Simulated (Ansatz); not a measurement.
In DFT-r²SCAN in the program Ansatz with PAW potentials, CuI in the hexagonal phase (P6_422; Cu on 3c, I on 3d) relaxes to a = 4.219 Å, c = 9.761 Å. Its formation energy from the elements is -7.6 kJ/mol of atoms, with no fitted shifts.

It is gapped at this level: 1.13 eV (indirect). The valence maximum lies at A and the conduction minimum at Γ. The electron mass is 0.17 mₑ (isotropic). The hole mass is 0.39, 0.39, 0.64 mₑ (principal values). The magnetic state found is non-magnetic (starting moments vanished).

An equation-of-state fit gives a bulk modulus of 46.3 GPa. Bader charges are Cu +0.40, I -0.40 e.

The start of the workflow was typed in or built on a structure type; neither database checked (COD, Materials Project) lists it. It is not the phase usual at ambient conditions (space group No. 216). The cell was relaxed with r²SCAN under the symmetry of its start; its stability against distortions is not shown here. The workflow began spin-polarised and lost its moments. The references are the lowest solids computed at this level, not always the standard phases. Scalar-relativistic: spin–orbit coupling is off unless named, which matters more the heavier the elements.

Potentials: the later of the program's two PAW sets.
